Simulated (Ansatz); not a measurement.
With r²SCAN (plane waves, PAW; program Ansatz), PtC in the rock salt structure (Fm-3m) relaxes to a = 4.447 Å. C has 6 nearest neighbours from 2.22 Å (octahedral). Against the elements it lies at 1.45 eV/atom, with no fitted shifts.

Electronic character: metallic (no gap). Gap from r²SCAN with spin–orbit coupling: none (metallic).

The bulk modulus is 277 GPa. The relaxed-ion elastic constants in GPa are C11 = 297, C12 = 267, C44 = 62.0. The elastic constants imply a Debye temperature near 230 K.

The start of the workflow was typed in or built on a structure type; neither database checked (COD, Materials Project) lists it. Its standing as an ambient phase is unchecked. Symmetry was held in the r²SCAN relaxation; its stability against distortions is not shown here. No spin polarisation was allowed. Its formation energy is positive at this level, so the cell may be metastable or incomplete. As this level gives no gap, shear constants depend on the k-mesh and smearing (Fermi–Dirac, 0.1 eV here). The references are the lowest solids computed at this level, not always the standard phases. Spin–orbit coupling is left out wherever it is not named.

Potentials: the earlier of the program's two PAW sets.
